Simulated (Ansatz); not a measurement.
# Relaxing a structure of Ru

The start is a relaxed Ru cell shaken by Gaussian noise of σ = 0.08 Å a coordinate. Cell shape, volume and atoms are optimised at zero target pressure with PBE (plane waves to 420 eV, PAW, scalar-relativistic; Ansatz, an electronic-structure program). The first steps use a coarse 7×7×7 k-mesh.

The start:
```
CELL_PARAMETERS angstrom
      4.85684     0.00000     0.00000
      0.00000     4.85684     0.00000
      0.00000     0.00000     4.85684
ATOMIC_POSITIONS crystal
  Ru 0.15024 0.13910 0.16774
  Ru 0.65872 0.36003 0.85008
  Ru 0.85358 0.62960 0.36866
  Ru 0.35408 0.83345 0.65479
  Ru 0.84581 0.84383 0.84140
  Ru 0.36934 0.65071 0.11459
  Ru 0.15581 0.36398 0.63795
  Ru 0.66901 0.14489 0.34929
```

Problem. How large is the pressure on the unrelaxed cell, and of which sign?

Solution. +4.8 GPa (positive: the cell is compressed).

Problem. What is the largest force in the starting geometry, and on which atom (counted from 1)?

Solution. 3.12 eV/Å, on Ru6 (atoms numbered as listed).

Problem. How does the volume per atom move from start to end?

Solution. -0.5 %, from 14.32 to 14.25 Å³/atom.

Problem. Is the parent structure recovered?

Solution. It does not go back: it reaches P2₁/c (No. 14), 0.15 eV/atom below the parent.

Problem. How do the shortest distances between atoms change?

Solution. The closest pairs of elements (up to four, under 3.6 Å), start → end: Ru–Ru 2.35 → 2.56 Å.

Problem. Is the relaxed structure metallic? Give its gap.

Solution. Zero (metallic).

Problem. Give the final cell and atomic positions.

Solution. 
Space group P2₁/c (No. 14); a = 5.0592 Å, b = 4.6037 Å, c = 5.0659 Å, α = γ = 90.00°, β = 104.97°

| atom | site | symmetry | x | y | z |
|---|---|---|---|---|---|
| Ru | 4e | 1 | 0.3623 | 0.6597 | 0.1374 |
| Ru | 4e | 1 | 0.1085 | 0.1628 | 0.2039 |

Final values are on a 10×10×10 k-mesh of the relaxed cell. No spin polarisation in the result.

The relaxed structure here is a generated cell of Ru: the first start was made by placing the elements on the sites of a structure type, and the end was not matched to a known phase here, so it may be hypothetical. Known forms of Ru include space group No. 194.
